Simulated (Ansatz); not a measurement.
## Elastic constants of SrAs2Ru2: input and output

Computed with DFT PBEsol, scalar-relativistic, plane waves, PAW (Ansatz 0.2.0).

Launched with:
```bash
ansatz run input.yaml --threads 2 --pin off --max-ram 7168MiB --backend cpu --events-out ev --progress --plain --runs-dir out
```

Input (bare energies are in eV):
```yaml
crystal:
  lattice:
    - [-2.0789356295, 2.0789356295, 5.5160670482]
    - [2.0789356295, -2.0789356295, 5.5160670482]
    - [2.0789356295, 2.0789356295, -5.5160670482]
  atoms:
    - { symbol: Sr, position: [0.0, 0.0, 0.0] }
    - { symbol: As, position: [0.6392254177, 0.6392254177, 0.0] }
    - { symbol: As, position: [0.3607745823, 0.3607745823, 0.0] }
    - { symbol: Ru, position: [0.25, 0.75, 0.5] }
    - { symbol: Ru, position: [0.75, 0.25, 0.5] }
basis:
  ecutwfc: 420
kpoints:
  mp_grid: { grid: [12, 12, 12] }
hamiltonian:
  xc: pbesol
scf:
  occupations: { method: fermi_dirac, width: 0.15 }
output:
  forces: true
  stress: true
  eigenvalues: true
elastic:
  mode: relaxed_ion
  amplitude: 0.005
  stencil: two_point
```

From the output:
```
--- Elastic constants: 4 strain directions × 2 members + reference (group order 16) ---
  dense FFT box of the reference and of every strained cell: 45×45×45
  strains applied: 11, 33, 23, 12; error gains: componentwise 1.00 (the most a stress slope's error grows in a printed constant), spectral 1.41 (1 for all six strains in a standard setting)
  C = ∂σ_k/∂η_j (tension-positive GPa; Voigt order 11 22 33 23 13 12):
       201.936     82.870     59.648      0.000      0.000      0.000
        82.870    201.936     59.648      0.000      0.000      0.000
        59.672     59.672     67.584      0.000      0.000      0.000
         0.000      0.000     -0.000     40.987      0.000      0.000
         0.000      0.000      0.000      0.000     40.987     -0.000
         0.000     -0.000      0.000      0.000      0.000     93.508
  reference stress σ⁰ (GPa):     -0.001     -0.001      0.002      0.000      0.000     -0.000
  C* (energy form; C + prestress term) asymmetry max|C*_kj − C*_jk| = 2.728e-2 GPa — a small one proves nothing (zero by symmetry where the batch's group is 432, −43m or m−3m); a large one is finite-difference/SCF noise where every solve ...
  moduli (Voigt/Reuss/Hill, GPa): K = 97.32/66.89/82.10   G = 53.05/40.19/46.62   E = 117.59   ν = 0.261
  mechanically stable: yes (min eigenvalue of sym C = 38.66 GPa)
  the stresses are not corrected for the forces that the relaxations left standing (`elastic.f_tol`)
  strain η (Voigt 11):  stress-route row diagonal C_11 = 201.94 GPa, energy-path curvature d²(F+E_count+ΔE)/dδ²/Ω₀ = 201.96 GPa
         δ    σ_11 (GPa) F (eV) n_scf n_hpsi n_pw
    -5.000e-3      -1.0142      -24754.6844153       6  167083   1872   relax 4 steps, max|allowed force component| 1.16e-5 eV/Å
     5.000e-3       1.0052      -24754.6844275       6  166965   1891   relax 3 steps, max|allowed force component| 1.85e-5 eV/Å
  strain η (Voigt 33):  stress-route row diagonal C_33 = 67.58 GPa, energy-path curvature d²(F+E_count+ΔE)/dδ²/Ω₀ = 67.58 GPa
         δ    σ_33 (GPa) F (eV) n_scf n_hpsi n_pw
    -5.000e-3      -0.3377      -24754.6854272       6   97496   1871   relax 3 steps, max|allowed force component| 4.59e-5 eV/Å
     5.000e-3       0.3381      -24754.6854166       6   95274   1892   relax 3 steps, max|allowed force component| 3.77e-6 eV/Å
  strain η (Voigt 23):  stress-route row diagonal C_44 = 40.99 GPa, energy-path curvature d²(F+E_count+ΔE)/dδ²/Ω₀ = 40.98 GPa
         δ    σ_23 (GPa) F (eV) n_scf n_hpsi n_pw
    -5.000e-3      -0.2049      -24754.6856188       6  278447   1880   relax 5 steps, max|allowed force component| 1.07e-5 eV/Å
     5.000e-3       0.2049      -24754.6856188       6  278518   1880   relax 4 steps, max|allowed force component| 3.07e-5 eV/Å
  strain η (Voigt 12):  stress-route row diagonal C_66 = 93.51 GPa, energy-path curvature d²(F+E_count+ΔE)/dδ²/Ω₀ = 93.51 GPa
         δ    σ_12 (GPa) F (eV) n_scf n_hpsi n_pw
    -5.000e-3      -0.4675      -24754.6852277       6  161918   1881   relax 2 steps, max|allowed force component| 1.64e-5 eV/Å
     5.000e-3       0.4675      -24754.6852277       6  162134   1881   relax 2 steps, max|allowed force component| 1.64e-5 eV/Å
```

The run took 18 min on 2 threads of AMD EPYC 7R13 Processor (Zen 3), on a shared host, peak memory 1.8 GiB.

In a metal, frequencies and elastic constants depend on the k mesh and the smearing, soft modes and shear constants most.